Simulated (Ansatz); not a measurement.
SiO$_{2}$:
Space group P4₁2₁2 (No. 92); a = b = 5.0306 Å, c = 7.0138 Å, α = β = γ = 90.00°

```tsv
atom	site	symmetry	x	y	z
Si	4a	..2	0.2977	0.2977	0.0000
O	8b	1	0.2397	0.1011	0.1779
```

Relaxed with PBEsol.

Task: Decompose the optical modes at the zone centre into irreducible representations, and say which are infrared and Raman allowed.

Result: Point group 422: Γ_opt = 4A1 + 4A2 + 5B1 + 4B2 + 8E. Infrared: A2, E. Raman: A1, B1, B2, E.

Task: Assign frequencies (DFPT, DFT-PBEsol in the program Ansatz with PAW potentials; without the LO–TO term).

Result: B1 37, B1 110, E 137, A1 213, E 255, B2 269, A2 279, A1 344, B1 358, E 361, A1 391, B2 414, E 440, A2 463, E 593, B1 762, B2 764, A2 765, E 770, A1 1058, E 1061, B1 1062, A2 1064, B2 1110, E 1177 cm⁻¹.

Subscripts of B labels follow the axes of the standard setting.

Space group P4_12_12. Symmetry was held in the PBEsol relaxation; of distortions, only those at the zone centre were tested.

Potentials: the later of the program's two PAW sets.
